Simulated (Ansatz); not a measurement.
## Structure relaxation, WSe$_{2}$

The start is a relaxed WSe2 cell, doubled along one cell vector, shaken by Gaussian noise of σ = 0.08 Å a coordinate. A full variable-cell relaxation at zero pressure is run with PBEsol (plane waves to 420 eV, PAW, scalar-relativistic; Ansatz, an electronic-structure program). First-step values are on the input's coarse k-mesh.

Ansatz input (later rounds restart from its end on a renewed k-mesh):
Ansatz 0.2 input:
```yaml
crystal:
  lattice:
    - [12.3012045382, 0, 0]
    - [0, 6.1506022691, 0]
    - [0, 0, 3.310974056]
  atoms:
    - { symbol: Se, position: [0.1394657027, 0.7230301105, 0.4893816433] }
    - { symbol: Se, position: [0.6363779263, 0.7163849316, 0.4724139829] }
    - { symbol: Se, position: [0.3564754624, 0.2905968946, 0.5320401697] }
    - { symbol: Se, position: [0.8589803815, 0.2922193716, 0.4735068265] }
    - { symbol: Se, position: [0.3948891999, 0.7930873376, -0.0213065121] }
    - { symbol: Se, position: [0.8881164619, 0.791523032, -0.0129969937] }
    - { symbol: Se, position: [0.1117989675, 0.2226569191, -0.0186646153] }
    - { symbol: Se, position: [0.6099915303, 0.2123694626, -0.0103742283] }
    - { symbol: W, position: [0.2500673064, 0.5135111731, -0.0019425515] }
    - { symbol: W, position: [0.7544497347, 0.5090575605, 0.0059441451] }
    - { symbol: W, position: [-0.0024967143, -0.0040331577, 0.4675646993] }
    - { symbol: W, position: [0.49286388, -0.0006853269, 0.5164488615] }
basis: { ecutwfc: 420, ecutrho_ratio: 4, xc_grid: 2, fft_grid_basis: typed }
kpoints: { mp_grid: { grid: [2, 4, 7] } }
hamiltonian:
  xc: pbesol
  dispersion: none
  pseudopotentials: { kind: paw }
scf: { occupations: { method: fermi_dirac, width: 0.05 } }
relax: { f_tol: 0.01, max_steps: 100, cell: { stress_tol: 0.02 } }
output: { forces: true, stress: true }
```

Which atoms feel the largest initial force, and how large is it?

About 2.6 eV/Å, on W12 (atoms numbered as listed).

By how much does the energy per atom fall from start to end?

0.16 eV/atom.

How does the volume change?

-9.3 %, from 20.88 to 18.93 Å³/atom.

Does it find its way back to the structure it was made from?

It does not go back: it reaches Pnnm (No. 58), AFLOW prototype AB2_oP6_58_a_g (as in Fe2C), 0.12 eV/atom below the parent.

How do the shortest distances between atoms change?

The closest pairs of elements (up to four, under 3.6 Å), start → end: Se–W 2.32 → 2.49 Å; Se–Se 3.31 → 2.84 Å; W–W 3.31 → 3.24 Å.

What band gap does the relaxed structure have at this level?

No gap (metallic).

Give the final cell and atomic positions.


Space group Pnnm (No. 58); a = 5.5645 Å, b = 6.2956 Å, c = 3.2423 Å, α = β = γ = 90.00°

| atom | site | symmetry | x | y | z |
|---|---|---|---|---|---|
| Se | 4g | ..m | 0.3045 | 0.3556 | 0.0000 |
| W | 2d | ..2/m | 0.5000 | 0.0000 | 0.0000 |

Final values are on a 9×8×14 k-mesh of the relaxed cell. No spin polarisation in the result.

The relaxed structure here is a generated cell of WSe2: the first start was made by a random draw of sites in a space group, and the end was not matched to a known phase here, so it may be hypothetical. Known forms of WSe2 include space group No. 194.
